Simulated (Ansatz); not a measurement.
Level of theory: DFT PBE, scalar-relativistic, plane waves, PAW (Ansatz 0.2.0). All cells share a 420 eV cutoff and Γ-centred k meshes spaced at most about 0.3 Å⁻¹ (about 0.25 or finer for metals, 2π included). No spin polarisation in the final relaxations.

Temperature and zero-point effects are left out. All come from trial cells, and lower structures may exist.

Question: These unrelaxed guesses for InGaPb₃ are each relaxed within their symmetry. Order them by the energy at which they end, lowest first.
A.

Space group Pm-3m (No. 221). a = 4.965 Å, b = 4.965 Å, c = 4.965 Å, α = 90.00°, β = 90.00°, γ = 90.00°
```
atom  site  symmetry       x       y       z
  In    1a      m-3m  0.0000  0.0000  0.0000
  Ga    1b      m-3m  0.5000  0.5000  0.5000
  Pb    3c    4/mm.m  0.0000  0.5000  0.5000
```

B.

Space group Pm-3m (No. 221). a = 4.949 Å, b = 4.949 Å, c = 4.949 Å, α = 90.00°, β = 90.00°, γ = 90.00°
```
atom  site  symmetry       x       y       z
  In    1b      m-3m  0.5000  0.5000  0.5000
  Ga    1a      m-3m  0.0000  0.0000  0.0000
  Pb    3c    4/mm.m  0.0000  0.5000  0.5000
```

C.

Space group R3m:H (No. 160). a = 7.273 Å, b = 7.273 Å, c = 9.232 Å, α = 90.00°, β = 90.00°, γ = 120.00°
```csv
atom,site,symmetry,x,y,z
In,3a,3m,0.3333,0.6667,0.2061
Ga,3a,3m,0.3333,0.6667,0.6767
Pb,9b,.m,0.1694,0.8306,0.3375
```

Answer: C (ends in R3m, 0 meV/atom), A (ends in Pm-3m, antiperovskite type, 106 meV/atom), B (ends in Pm-3m, antiperovskite type, 0.34 eV/atom). Even the lowest end lies +0.23 eV/atom against the elements.

These runs have no spin–orbit coupling, which can matter for Pb. Cells relaxed within their symmetry can be saddle points. Some structure types and database cells were kept out of the candidates from the start, so a known form may be missing.
